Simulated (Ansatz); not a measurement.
Ag:
```xyz
6
Lattice="0.0000 3.8176 3.8176 3.8176 0.0000 3.8176 3.8176 3.8176 0.0000" Properties=species:S:1:pos:R:3 pbc="T T T"
Ag     5.7264     5.7264     5.7264
Ag     3.8176     3.8176     3.8176
Ag     2.8632     0.9544     2.8632
Ag     0.9544     0.9544     0.9544
Ag     0.9544     2.8632     2.8632
Ag     2.8632     2.8632     0.9544
```

Relaxed with r²SCAN.

### Question
Map the valence electron density (e/Å³), cut off at 6 on the plane through (0.125, 0.625, 0.125) spanned by u = [1, 1, 0] and v = [1, -1, 0] in lattice vectors, from DFT-r²SCAN in the program Ansatz with PAW potentials.

### Answer
x is the fraction of u, y of v (the angle between them is 90°; rows are the nearest grid lines); atoms in the plane: Ag at (0.00, 0.00), Ag at (0.50, 0.50), Ag at (0.25, 0.75), Ag at (0.75, 0.25), Ag at (0.00, 0.50), Ag at (0.50, 0.00).
```
|@@@+.           .+@@@@+.           .+@@@|
|@@@=.           .=@@@@=.           .=@@@|
|@@%-     ...     -%@@%-             -%@@|
|-:.    .+@@@+.    .::.               .:-|
|       -@@@@@-                          |
|      .+@@@@@+.                         |
|      .+@@@@@+.                         |
|      .=@@@@@=.                         |
|..     :#@@@#:     ..                 ..|
|@@*:    ..:..    :*@@*:             :*@@|
|@@@=.           .=@@@@=             =@@@|
|@@@+.           .+@@@@+.           .+@@@|
|@@@+.           .+@@@@+.           .+@@@|
|@@@=             =@@@@=.           .=@@@|
|@@*:             :*@@*:    ..:..    :*@@|
|..                 ..     :#@@@#:     ..|
|                         .=@@@@@=.      |
|                         .+@@@@@+.      |
|                         .+@@@@@+.      |
|                          -@@@@@-       |
|-:.               .::.    .+@@@+.    .:-|
|@@%-             -%@@%-     ...     -%@@|
|@@@=.           .=@@@@=.           .=@@@|
|@@@+.           .+@@@@+.           .+@@@|
```
Scale: ten equal steps from 0.088 (start of ' ') to 6.00 (end of '@'), in the order ' .:-=+*#%@'; x runs from 0.000 to 1.00, y from 0.000 (bottom) to 1.00 (top).

The density is the valence pseudo-density with augmentation charge, so density and ELF within about 1 Å of a nucleus are not all-electron values.

Space group Fd-3m. The start of the workflow was typed in or built on a structure type; neither database checked (COD, Materials Project) lists it. It is not the phase usual at ambient conditions (space group No. 225). The cell was relaxed with r²SCAN under the symmetry of its start; whether a distortion lowers the energy is not shown. No spin polarisation was allowed.

Potentials: the later of the program's two PAW sets.
